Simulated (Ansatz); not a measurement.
**Calculated with Ansatz: Sc₆CoTe₂, settings compared**

The command:

```bash
ansatz run input.yaml --threads 1 --pin off --max-ram 2560MiB --backend cpu --events-out ev --progress --plain --runs-dir out
```

The input file (Ansatz 0.2.0, plane waves):

```yaml
crystal:
  lattice:
    - [3.857991, 6.682232, 0.0]
    - [-3.857991, 6.682232, 0.0]
    - [0.0, 0.0, 3.836896]
  atoms:
    - { symbol: Sc, position: [0.242, 0.758, 0.0] }
    - { symbol: Sc, position: [0.758, 0.0, 0.0] }
    - { symbol: Sc, position: [0.0, 0.242, 0.0] }
    - { symbol: Sc, position: [0.6068, 0.3932, 0.5] }
    - { symbol: Sc, position: [0.3932, 0.0, 0.5] }
    - { symbol: Sc, position: [0.0, 0.6068, 0.5] }
    - { symbol: Co, position: [0.0, 0.0, 0.5] }
    - { symbol: Te, position: [0.3333, 0.3334, 0.0] }
    - { symbol: Te, position: [0.6667, 0.6666, 0.0] }
  symmetry: { tolerance: 0.0003 }
kpoints:
  mp_grid: { grid: [3, 3, 5], shift: [0, 0, 0] }
magnetization:
  spin_polarized: false
scf:
  occupations: { method: fermi_dirac, width: 0.0273 }
hamiltonian:
  pseudopotentials: { kind: paw }
  xc: r2scan
basis:
  ecutwfc: 500
output:
  forces: true
  stress: true
  eigenvalues: true
  write_density: true
  write_potential: true
  elf: true
  volumetric_format: npy
```

Origin of the cell: a known structure type with other elements, at an estimated volume, so it need not be a known compound.

Output of this run (shortened):

```
Warning: the atoms were moved onto the symmetric positions of the space group found under crystal.symmetry.tolerance 3.0e-4 (fractional; no operation is sought that the atoms, as they stand i […]
Pseudopotentials: kind: paw
Pseudopotential: Sc, paw, valence charge 11, recommended cutoff 500 eV (meta_gga), Sc.paw.azcp
Pseudopotential: Co, paw, valence charge 17, recommended cutoff 500 eV (meta_gga), Co.paw.azcp
Pseudopotential: Te, paw, valence charge 16, recommended cutoff 500 eV (meta_gga), Te.paw.azcp
Functional definition: r2SCAN
  exchange = r2scan_x(k0 = k0, k1 = k1, a1 = a1)
  correlation = r2scan_c
Crystal: 9 atoms, lattice volume = 197.830 Å³
Basis set: ecut = 500 eV, 4987 PW (Γ), exchange–correlation on 240×240×120 points (64 copies of the dense FFT grid, shifted against one another)
Bands: 69, of which v1, the nominal top of the filled ones, is band 58 counted from 1 (57 counted from 0)
[… 12 lines left out …]
Initial density: superposition of atomic densities (neutral atoms: chi_scale 0, normalization atom), corrected by the library's trained network
Functional: x = r2scan, c = r2scan; τ floored in thin density (d = 2e-4 eV/Å³)
SCF iter   1: F=—  HF=-31970.874288 eV  Δρ=4.92e-2  dr2=5.15e0  dr2_τ=9.81e-2
SCF iter   2: F=—  HF=-31974.287224 eV  Δρ=2.62e-1  dr2=1.34e2  dr2_τ=1.25e0  defer=26  recentre
SCF iter   3: F=—  HF=-31970.951901 eV  Δρ=2.60e-2  dr2=1.61e0  dr2_τ=1.81e-2  defer=24
SCF iter   4: F=—  HF=-31970.866924 eV  Δρ=3.81e-3  dr2=4.97e-2  dr2_τ=7.82e-4  defer=29
SCF iter   5: F=—  HF=-31970.863574 eV  Δρ=5.33e-3  dr2=5.49e-2  dr2_τ=2.56e-3  defer=30
[… 3 lines left out …]
SCF iter   9: F=—  HF=-31970.863247 eV  Δρ=1.65e-4  dr2=4.60e-5  dr2_τ=5.23e-7  defer=30
SCF iter  10: F=—  HF=-31970.863249 eV  Δρ=1.91e-4  dr2=6.62e-5  dr2_τ=1.26e-6  defer=30
SCF iter  11: F=—  HF=-31970.863247 eV  Δρ=1.66e-5  dr2=6.90e-7  dr2_τ=5.43e-8  defer=30
SCF iter  12: F=—  HF=-31970.863247 eV  Δρ=2.42e-5  dr2=1.13e-6  dr2_τ=1.55e-8  defer=30
SCF iter  13: F=-31970.863247 eV  HF=-31970.863247 eV  Δρ=2.25e-6  dr2=1.41e-8  dr2_τ=2.15e-9
SCF 1 converged in 13 iterations: F = -31970.863247 eV  dr2 = 1.41e-8
SCF converged after 13 iterations
Free energy (F): -31970.863247 eV
Harris-Foulkes:  -31970.863247 eV  (|F-HF|=3.88e-9)
Internal energy: -31970.820156 eV  (E = F + TS)
E sigma→0 (E₀):  -31970.841701 eV
Entropy (-TS):   -0.043091 eV (-4.788 meV/atom)
Fermi energy:    11.859880 eV
--- Per-component energies (eV) ---
  E_band       = -1788.584956
  E_kinetic    = 2389.070859
  E_local      = -10961.986419  (includes V_loc(G=0)·N_el)
  E_nonlocal   = 328.103927
  E_hartree    = 4854.639382
  E_xc         = -993.509668
  E_vxc        = -1309.297850  (∫ρ·V_xc dr)
  E_paw        = -16685.421744  (= ΣΔE_a)
  E_vpaw       = -2028.363648  (= ΣTr[D̂ρ^β])
  E_aug_tail   = -0.000009  (compensation charges beyond the density's cutoff)
  E_vtau       = 84.614357  (kinetic-family band-sum trace: ∫τ·v_τ [+ j·A + Jᵃ·Aᵃ] dr)
  E_ewald      = -10900.560037
  E_core_change = -1.156447  (= ΣΔE_core)
  E_smearing   = -0.043091  (= −TS)
  Σ components = -31970.863247   (vs F -31970.863247, Δ=0.00e0)
--- Forces (eV/Å), atoms counted from 1 ---
  atom   1  Sc    -0.733587     0.000000     0.000000
[… 3 lines left out …]
  atom   5  Sc    -0.156629    -0.271289     0.000000
  atom   6  Sc    -0.156629     0.271289     0.000000
  atom   7  Co    -0.000000     0.000000    -0.000000
  atom   8  Te     0.000000    -0.000000     0.000000
  atom   9  Te     0.000000     0.000000    -0.000000
  max |Σ_I F_I| component: 1.11e-16 eV/Å
--- Stress (GPa, compression-positive) ---
       -1.188933       0.000000       0.000000
       -0.000000      -1.188933      -0.000000
        0.000000      -0.000000      -3.230604
  P = ⅓ Tr σ = -1.8695 GPa (-18.695 kbar)
```

The same input was run again with these changes:

1. `scf.n_extra_bands` default → 4; `scf.lower_state_search` default → standard
2. `basis.ecutwfc` 500 → "550 eV"
3. `scf.occupations.width` 0.0273 → 0.025; `scf.occupations.method` fermi_dirac → methfessel_paxton; `scf.algorithm` default → density_mixing
4. `scf.convergence.dr2_threshold` default → 1.0e-09

```csv
run,end,SCF iterations,P (GPa),max force component (eV/Å),gap on mesh (eV),moment (μB),ΔE(σ→0) (meV/atom)
base,converged,13,-1.87,0.734,–,–,0
1,converged,15,-1.87,0.734,–,–,0.00
2,converged,15,-1.87,0.733,–,–,-1.16
3,converged,14,-1.89,0.726,–,–,0.61
4,converged,16,-1.87,0.734,–,–,0.00
```

Energies are compared only where functional, datasets, charge and starting cell are the same.

Caveats of the base run: no spin polarisation, so a magnetic state may lie lower; no spin-orbit coupling, though heavy elements are present; the k mesh is coarse if the cell is a metal.

Time of the base run: 30 s on 1 thread of Intel(R) Xeon(R) Platinum 8488C (Sapphire Rapids), on a shared host, peak memory 0.95 GiB, from the program's own first density.
